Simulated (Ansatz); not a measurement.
**Property card for Sc**

Sc:
```cif
data_Sc
_chemical_formula_sum 'Sc1'
_space_group_name_H-M_alt 'P 1'
_space_group_IT_number 1
_cell_length_a 3.16227
_cell_length_b 3.16227
_cell_length_c 3.16227
_cell_angle_alpha 60.000
_cell_angle_beta 60.000
_cell_angle_gamma 60.000
loop_
_space_group_symop_operation_xyz
  'x, y, z'
loop_
_atom_site_label
_atom_site_type_symbol
_atom_site_fract_x
_atom_site_fract_y
_atom_site_fract_z
_atom_site_occupancy
Sc1 Sc 0.00000 0.00000 0.00000 1
```

Space group Fm-3m (No. 225), fcc (Cu type); conventional cell a = 4.4721 Å, b = 4.4721 Å, c = 4.4721 Å, α = 90.00°, β = 90.00°, γ = 90.00°.

Method: plane-wave PAW LDA (Ansatz code). Structure relaxed to zero pressure with the same functional. Other levels are named where they apply.

Cell and energy:

- Volume per atom = 22.36 Å³
- Density = 3.34 g/cm³

Electronic structure:

- Electronic character = metallic (no gap)
- Density of states at the Fermi level = 1.7 states/eV per atom (mean over ±0.08 eV)

Mechanics:

- Bulk modulus (Birch–Murnaghan fit) = 583 kbar
- Pressure derivative B′ = 3.1
- Elastic constants (relaxed ions, GPa) = C11 = 78.9, C12 = 47.9, C44 = 38.7
- Mechanical stability = stable (all eigenvalues of C positive)
- Hill bulk and shear moduli = 58.2 and 26.8 GPa
- Young's modulus = 69.7 GPa
- Poisson's ratio = 0.30
- Debye temperature from the elastic constants = 335 K

Phonons:

Dynamical stability on the path: stable (no imaginary branch)
Zero-point energy: 28.5 meV/atom
Vibrational entropy at 300 K: 34.3 J/(K·mol of atoms)

The first step of the workflow began from a Materials Project structure, measured or hypothetical; the Crystallography Open Database files this formula in space group No. 225, but the cells were not matched. It is not the phase usual at ambient conditions (space group No. 194). The cell was relaxed with LDA under the symmetry of its start. The run is not spin-polarised. As this level gives no gap, shear constants depend on the k-mesh and smearing (Fermi–Dirac, 0.1 eV here). As this level gives no gap, phonon frequencies hold no LO–TO term and depend on the k-mesh and smearing (Fermi–Dirac, 0.1 eV here).

Potentials: the earlier of the program's two PAW sets. The files were generated under PBE; for other functionals the program regenerates the frozen cores, and for LDA and PBEsol the local potential too.
